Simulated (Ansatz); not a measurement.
Ansatz input

```yaml
crystal:
  lattice:
    - [0.0, 2.1071240574, 2.1071240574]
    - [2.1071240574, 0.0, 2.1071240574]
    - [2.1071240574, 2.1071240574, 0.0]
  atoms:
    - { symbol: Nb, position: [0.0, 0.0, 0.0], spin: 1.0 }
hamiltonian:
  xc: r2scan
  pseudopotentials:
    kind: paw
    azcp:
      Nb: "pseudopotentials/Nb.paw.azcp"
basis:
  ecutwfc: 500
  fft_grid_basis: typed
kpoints:
  mp_grid: { grid: [21, 21, 21], shift: [0, 0, 0] }
magnetization:
  spin_polarized: true
scf:
  occupations: { method: fermi_dirac, width: 0.05 }
```

Terminal output

```
Engine: ansatz 0.2.0, aarch64-unknown-linux-gnu
Pseudopotentials: kind: paw
Pseudopotential: Nb, paw, valence charge 13, recommended cutoff 500 eV (meta_gga) 
Functional definition: r2SCAN
  parameter k0 = 0.174
  parameter k1 = 0.065
  parameter a1 = 4.9479
  exchange = r2scan_x(k0 = k0, k1 = k1, a1 = a1)
  correlation = r2scan_c
Crystal: 1 atoms, lattice volume = 18.711 Å³
Basis set: ecut = 500 eV, 531 PW (Γ), exchange–correlation on 96×96×96 points (64 copies of the dense FFT grid, shifted against one another)
Bands: 11, of which v1, the nominal top of the filled ones, is band 7 counted from 1 (6 counted from 0)
Symmetry: 48 space group operations
Space group: Fm-3m (ITA 225), of the structure as read, at distance tolerance 2.7e-5 Å
Magnetic group: BNS 225.116 (UNI 1618), of the structure as read, at distance tolerance 2.7e-5 Å
k-points: 286 of 9261
Non-local potential: Nb, projectors of the file, l = 0: 3, l = 1: 2, l = 2: 2, l = 3: 1
PAW form: soft (Blöchl's): semilocal exchange-correlation on the pseudo side does not see the compensation charge
PAW frozen core: Nb, regenerated for the run's functional (the file was generated under x = pbe(κ = 0.804, μ = 0.2195149727645171), c = pbe(β = 0.06672455060314922))
PAW one-centre angular grid: Nb, 590 points (default); XC on 160 Gauss nodes
Initial density: superposition of atomic densities (chi_scale 0.1, normalization cell)
Starting moments: Σ|m| = 1 μB on 1 of 1 site
Initial wavefunctions: pseudopotential atomic-orbital guess
Functional: x = r2scan, c = r2scan; τ floored in thin density (d = 2e-4 eV/Å³)
SCF iter   1: F=—  HF=-4563.448290 eV  |F-HF|=—  |Δ(HF+E_count)|=         —  Δρ=4.59e-2 (↑4.59e-2 ↓2.92e-2)  dr2=1.18e0  dr2_τ=8.59e-3  dr2_m=2.48e-2  M=0.692 μB ∫|m|=0.692 μB  β_m=0.97  ethr=3.10e-3  ⟨swp⟩=5.2  Hψ=37082  notcnv=0
Mixer restart at iter 1: flushing history
SCF iter   2: F=—  HF=-4563.209859 eV  |F-HF|=—  |Δ(HF+E_count)|=   2.38e-1  Δρ=2.31e-2 (↑2.31e-2 ↓1.98e-2)  dr2=3.44e-1  dr2_τ=5.61e-3  dr2_m=2.59e-3  M=0.571 μB ∫|m|=0.571 μB  β_m=1.00  ethr=3.10e-3  ⟨swp⟩=3.0  Hψ=16317  notcnv=0  defer=52  κ⁻¹=1.0e0(r=1)
SCF iter   3: F=—  HF=-4563.224251 eV  |F-HF|=—  |Δ(HF+E_count)|=   1.44e-2  Δρ=9.09e-3 (↑8.86e-3 ↓9.09e-3)  dr2=2.55e-2  dr2_τ=8.45e-4  dr2_m=3.20e-4  M=0.422 μB ∫|m|=0.424 μB  β_m=1.00  ethr=2.64e-3  ⟨swp⟩=2.6  Hψ=12097  notcnv=0  defer=52  κ⁻¹=4.5e-2(r=2)
SCF iter   4: F=—  HF=-4563.310618 eV  |F-HF|=—  |Δ(HF+E_count)|=         —  Δρ=1.04e-2 (↑1.04e-2 ↓1.02e-2)  dr2=9.03e-3  dr2_τ=1.98e-3  dr2_m=1.31e-2  M=0.137 μB ∫|m|=0.140 μB  β_m=0.46  ethr=1.96e-4  ⟨swp⟩=2.2  Hψ=8983  notcnv=0  defer=52
...
SCF iter  14: F=—  HF=-4563.303744 eV  |F-HF|=—  |Δ(HF+E_count)|=   4.70e-8  Δρ=9.35e-7 (↑8.88e-7 ↓9.35e-7)  dr2=7.25e-11  dr2_τ=7.85e-12  dr2_m=1.02e-10  M=-0.000 μB ∫|m|=0.000 μB  β_m=0.94  ethr=1.57e-11  ⟨swp⟩=2.7  Hψ=10680  notcnv=0  defer=52  κ⁻¹=9.5e-8(r=8)
SCF iter  15: F=—  HF=-4563.303744 eV  |F-HF|=—  |Δ(HF+E_count)|=  8.37e-11  Δρ=5.15e-7 (↑5.15e-7 ↓5.01e-7)  dr2=4.61e-11  dr2_τ=3.64e-12  dr2_m=3.18e-11  M=0.000 μB ∫|m|=0.000 μB  β_m=1.00  ethr=1.00e-12  ⟨swp⟩=1.0  Hψ=18512  notcnv=0  κ⁻¹=9.7e-7(r=8)
SCF iter  16: F=—  HF=-4563.303744 eV  |F-HF|=—  |Δ(HF+E_count)|=  4.37e-11  Δρ=4.08e-7 (↑4.08e-7 ↓3.05e-7)  dr2=1.40e-11  dr2_τ=2.27e-12  dr2_m=1.87e-11  M=0.000 μB ∫|m|=0.000 μB  β_m=1.00  ethr=1.00e-12  ⟨swp⟩=2.0  Hψ=12289  notcnv=0  κ⁻¹=1.5e-7(r=8)
SCF iter  17: F=-4563.303744 eV  HF=-4563.303744 eV  |F-HF|=2.73e-12  |Δ(HF+E_count)|=  4.37e-11  Δρ=1.40e-7 (↑1.40e-7 ↓9.12e-8)  dr2=1.90e-12  dr2_τ=2.42e-13  dr2_m=1.89e-12  M=0.000 μB ∫|m|=0.000 μB  ethr=1.00e-12  ⟨swp⟩=2.0  Hψ=12232  notcnv=0
SCF 1 converged in 17 iterations: F = -4563.303744 eV  dr2 = 1.90e-12
WARN: the starting moments were not kept: the SCF closed with an absolute magnetisation of 2.9e-6 μB, where they sum to 1 μB in size (1 site). That is at most 0.1 of that sum. Measured as dr2_m measures the in/out step, that magnetisation stands 1.5e-12 eV from none, at or under the dr2_threshold of 1.0e-7 eV: it is no larger than a step whose dr2_m would equal this threshold. The system may hold no moment; this SCF shows only that its start led to no more than that. To try another start: raise the starting moments (crystal.atoms[].spin, magnetization.per_species, magnetization.initial_magnetization, or on a non-collinear deck that types none of these the spinor_matrix: blocks that start its atoms; where the total moment is fixed, keep their sum and leave initial_magnetization as it is; typed ones take the place of any that the run laid by itself, positive ones on a crystal's lanthanoids without a Hubbard term where scf.initial_density.shell_occupations: [] is typed) or, if the notice of its spin-set hold's release reads "site moments contracting" or "site moments show no strong build", lengthen the hold (scf.mixing.spin_hold: { on: { confirm: 4 } }; for m-r²SCAN on two components see the key's manual first). Each may lead to a state that holds a moment. A second SCF, from the converged charge density, with the starting moments and any scf.initial_density.shell_occupations laid on it anew, would have followed, and was not run: the deck does not ask for one (magnetization.retry_lost_moments is false, the default). To let it run, set magnetization.retry_lost_moments: true and run the deck again, where that key's refused combinations let it; where memory then withholds it, that run's warning says so.
this state was not tested for a lower state beside it, because the mixer in use, unlike msr1, does not test its closes by its own steps (another_mixer; see scf.mixing.algorithm and scf.lower_state_search)
SCF converged after 17 iterations
Magnetization: 0.0000 μB (6.5000 up, 6.5000 down)
Absolute magnetization: 0.0000 μB (∫|ρ↑−ρ↓|, with the PAW one-centre terms)
Spin contamination: 0.0000 ħ² per cell (⟨S²⟩ above its minimum at these occupations)
Per-site moments (μB) at R_I (Å): [(2.3103866181962655e-6, 1.2292184105758028)]
Free energy (F): -4563.303744 eV
Harris-Foulkes:  -4563.303744 eV  (|F-HF|=2.73e-12)
Internal energy: -4563.293048 eV  (E = F + TS)
E sigma→0 (E₀):  -4563.298396 eV
Entropy (-TS):   -0.010695 eV (-10.695 meV/atom)
Fermi energy:    17.360802 eV
--- Per-component energies (eV) ---
  E_band       = -88.545951
  E_kinetic    = 393.041828
  E_local      = -712.776834  (includes V_loc(G=0)·N_el)
  E_nonlocal   = 119.065054
  E_hartree    = 220.719211
  E_xc         = -169.306758
  E_vxc        = -236.122424  (∫ρ·V_xc dr)
  E_paw        = -3090.066575  (= ΣΔE_a)
  E_vpaw       = -108.012942  (= ΣTr[D̂ρ^β])
  E_aug_tail   = 0.000004  (compensation charges beyond the density's cutoff)
  E_vtau       = 14.820913  (kinetic-family band-sum trace: ∫τ·v_τ [+ j·A + Jᵃ·Aᵃ] dr)
  E_ewald      = -1323.776548
  E_core_change = -0.192431  (= ΣΔE_core)
  E_smearing   = -0.010695  (= −TS)
  E_closure    = -0.000000  (closes the sum)
  Σ components = -4563.303744   (vs F -4563.303744, Δ=0.00e0)
```
